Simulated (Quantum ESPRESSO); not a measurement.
Mo2Al2W3In, input and log of a self-consistent run

Simulated, not a measurement. The program is pw.x of Quantum ESPRESSO 7.5 (plane-wave density functional theory). The cell is made up: eight metal atoms on a face-centred cubic lattice, with elements, volume, strain and displacements drawn at random and not relaxed, so it may be unstable or far from any real phase. PseudoDojo standard norm-conserving files set the functional (PBE unless stated); there is no spin polarisation or spin-orbit coupling, the Fermi-Dirac width of 0.25 eV means electrons at about 2900 K, and the masses in the input are unused placeholders. Heavy elements are run without spin-orbit coupling, which real alloys of them have. A spin test at this wide smearing found no moment, but such smearing suppresses magnetism that the real alloy may have.

Input:

```
&control calculation='scf', pseudo_dir='./dojo.nc.sr.pbe.v0_5.standard.upf', outdir='./o', disk_io='minimal', tprnfor=.true., tstress=.true. /
&system ibrav=0, nat=8, ntyp=4, nbnd=59, ecutwfc=79.96652505, nosym=.true., tot_charge=0,
 occupations='smearing', smearing='fd', degauss=0.0183746611
/
&electrons conv_thr=1.470e-08, electron_maxstep=70, mixing_beta=0.5 /
ATOMIC_SPECIES
Al 1.0 Al.upf
In 1.0 In.upf
Mo 1.0 Mo.upf
W 1.0 W.upf
CELL_PARAMETERS angstrom
-4.0664 0.0 0.0
-2.0332 -4.0664 -2.0332
-2.0332 -4.0664 6.0996
ATOMIC_POSITIONS angstrom
Mo -0.0525 -0.0619 0.0295
Al -1.9668 -4.0463 2.017
W -2.094 -1.9759 -0.0544
W -4.0761 -6.1331 1.9417
In -4.1657 -4.1682 3.8728
W -4.0566 -4.1127 -0.0833
Al -4.0609 -2.1444 2.0687
Mo -6.2024 -6.1228 4.112
K_POINTS automatic
6 5 3 1 1 1
```

The log is shortened where brackets say so; the opening notice, blank lines, dates and the lines on written files are dropped, and the path of the files is cut. It prints rydbergs, bohrs and kilobars, and counts compression as positive stress. Its total energy is the free energy E - TS of the whole cell.

```
     Program PWSCF v.7.5
     Parallel version (MPI & OpenMP), running on       4 processor cores
     Number of MPI processes:                 4
     Threads/MPI process:                     1
     [start-up lines left out]
     bravais-lattice index     =            0
     lattice parameter (alat)  =       7.6844  a.u.
     unit-cell volume          =     907.5214 (a.u.)^3
     number of atoms/cell      =            8
     number of atomic types    =            4
     number of electrons       =        89.00
     number of Kohn-Sham states=           59
     kinetic-energy cutoff     =      79.9665  Ry
     charge density cutoff     =     319.8661  Ry
     scf convergence threshold =      1.5E-08
     mixing beta               =       0.5000
     number of iterations used =            8  plain     mixing
     Exchange-correlation= PBE
                           (   1   4   3   4   0   0   0)
     [axes and pseudopotential details left out]
   Cartesian axes
     site n.     atom                  positions (alat units)
         1        Mo     tau(   1) = (  -0.0129107  -0.0152223   0.0072546  )
         2        Al     tau(   2) = (  -0.4836711  -0.9950571   0.4960161  )
         3        W      tau(   3) = (  -0.5149518  -0.4859089  -0.0133779  )
         4        W      tau(   4) = (  -1.0023854  -1.5082382   0.4774985  )
         5        In     tau(   5) = (  -1.0244196  -1.0250344   0.9523903  )
         6        W      tau(   6) = (  -0.9975900  -1.0113860  -0.0204849  )
         7        Al     tau(   7) = (  -0.9986475  -0.5273461   0.5087301  )
         8        Mo     tau(   8) = (  -1.5252803  -1.5057053   1.0112139  )
     number of k points=    45  Fermi-Dirac smearing, width (Ry)=  0.0184
                       cart. coord. in units 2pi/alat
        k(    1) = (  -0.0833333  -0.0750000   0.0333333), wk =   0.0444444
        k(    2) = (  -0.0833333   0.0916667  -0.3000000), wk =   0.0444444
     [further k points left out]
     Dense  grid:    87597 G-vectors     FFT dimensions: (  45,  54,  81)
     Estimated max dynamical RAM per process >     271.37 MB
     Estimated total dynamical RAM >    1021.32 MB
     Initial potential from superposition of free atoms
     starting charge      88.9868, renormalised to      89.0000
     Starting wfcs are   67 randomized atomic wfcs
     total cpu time spent up to now is        3.8 secs
     per-process dynamical memory:   202.4 Mb
     Self-consistent Calculation
     iteration #  1     ecut=    79.97 Ry     beta= 0.50
     Davidson diagonalization with overlap
     ethr =  1.00E-02,  avg # of iterations =  2.7
     total cpu time spent up to now is       12.6 secs
     total energy              =    -877.46533113 Ry
     estimated scf accuracy    <       1.43035230 Ry
     iteration #  2     ecut=    79.97 Ry     beta= 0.50
     Davidson diagonalization with overlap
     ethr =  1.61E-03,  avg # of iterations =  3.7
     total cpu time spent up to now is       23.0 secs
     total energy              =    -876.29827383 Ry
     estimated scf accuracy    <      26.91604785 Ry
     iteration #  3     ecut=    79.97 Ry     beta= 0.50
     Davidson diagonalization with overlap
     ethr =  1.61E-03,  avg # of iterations =  2.8
     total cpu time spent up to now is       32.1 secs
     total energy              =    -878.17979916 Ry
     estimated scf accuracy    <       0.27939652 Ry
     iteration #  4     ecut=    79.97 Ry     beta= 0.50
     Davidson diagonalization with overlap
     ethr =  3.14E-04,  avg # of iterations =  2.3
     total cpu time spent up to now is       40.2 secs
     total energy              =    -878.19423677 Ry
     estimated scf accuracy    <       0.23111326 Ry
     iteration #  5     ecut=    79.97 Ry     beta= 0.50
     Davidson diagonalization with overlap
     ethr =  2.60E-04,  avg # of iterations =  2.0
     total cpu time spent up to now is       47.7 secs
     total energy              =    -878.19151581 Ry
     estimated scf accuracy    <       0.49601321 Ry
     [iterations 6 to 10 left out]
     iteration # 11     ecut=    79.97 Ry     beta= 0.50
     Davidson diagonalization with overlap
     ethr =  8.44E-09,  avg # of iterations =  4.8
     total cpu time spent up to now is      100.2 secs
     total energy              =    -878.23228699 Ry
     estimated scf accuracy    <       0.00000266 Ry
     iteration # 12     ecut=    79.97 Ry     beta= 0.50
     Davidson diagonalization with overlap
     ethr =  2.99E-09,  avg # of iterations =  2.0
     total cpu time spent up to now is      107.8 secs
     total energy              =    -878.23228726 Ry
     estimated scf accuracy    <       0.00000035 Ry
     iteration # 13     ecut=    79.97 Ry     beta= 0.50
     Davidson diagonalization with overlap
     ethr =  3.91E-10,  avg # of iterations =  2.5
     total cpu time spent up to now is      115.9 secs
     total energy              =    -878.23228733 Ry
     estimated scf accuracy    <       0.00000012 Ry
     iteration # 14     ecut=    79.97 Ry     beta= 0.50
     Davidson diagonalization with overlap
     ethr =  1.34E-10,  avg # of iterations =  2.4
     total cpu time spent up to now is      123.6 secs
     total energy              =    -878.23228733 Ry
     estimated scf accuracy    <       0.00000007 Ry
     iteration # 15     ecut=    79.97 Ry     beta= 0.50
     Davidson diagonalization with overlap
     ethr =  8.33E-11,  avg # of iterations =  1.3
     total cpu time spent up to now is      130.4 secs
     End of self-consistent calculation
     [lines on levels left out]
!    total energy              =    -878.23228733 Ry
     estimated scf accuracy    <       0.00000001 Ry
     smearing contrib. (-TS)   =      -0.10368109 Ry
     internal energy E=F+TS    =    -878.12860624 Ry
     The total energy is F=E-TS. E is the sum of the following terms:
     one-electron contribution =    -248.36614716 Ry
     hartree contribution      =     172.83389380 Ry
     xc contribution           =    -185.02390649 Ry
     ewald contribution        =    -617.57244639 Ry
     convergence has been achieved in  15 iterations
     Forces acting on atoms (cartesian axes, Ry/au):
     atom    1 type  3   force =    -0.00103126    0.01673473   -0.01331105
     atom    2 type  1   force =    -0.03282335   -0.02531310   -0.05794924
     atom    3 type  4   force =     0.00723984   -0.04690975    0.05949534
     atom    4 type  4   force =    -0.00254261   -0.00076872   -0.02722398
     atom    5 type  2   force =     0.02953783    0.03238932    0.07400716
     atom    6 type  4   force =    -0.00541257   -0.00436725    0.02528728
     atom    7 type  1   force =     0.00096599    0.04856263   -0.04326902
     atom    8 type  3   force =     0.00406614   -0.02032786   -0.01703649
     Total force =     0.158472     Total SCF correction =     0.000315
     Computing stress (Cartesian axis) and pressure
          total   stress  (Ry/bohr**3)                   (kbar)     P=      -25.75
  -0.00023331  -0.00003013   0.00003336          -34.32       -4.43        4.91
  -0.00003013  -0.00009112   0.00007761           -4.43      -13.40       11.42
   0.00003336   0.00007761  -0.00020071            4.91       11.42      -29.53
     init_run     :      3.53s CPU      3.69s WALL (       1 calls)
     electrons    :    125.76s CPU    126.64s WALL (       1 calls)
     forces       :      1.50s CPU      1.52s WALL (       1 calls)
     stress       :      5.11s CPU      5.12s WALL (       1 calls)
     [timing details left out]
     PWSCF        :   2m15.98s CPU   2m17.06s WALL
     JOB DONE.
```

In other units: free energy -11948.959 eV for the cell, pressure -2.58 GPa, largest force component 1.903 eV/Å in size. The run took 139 s of wall time with four MPI processes on a shared machine (Intel Xeon, 2023 or later, virtual cores), so the time is rough. A rerun of this cell at a higher cutoff and on a denser mesh moved values by no more than 0.002 eV in energy, 0.05 GPa in stress and 0.008 eV/Å in force, and a second program with other atomic files agreed on that cell to 2 % rms in force and 0.5 GPa in pressure.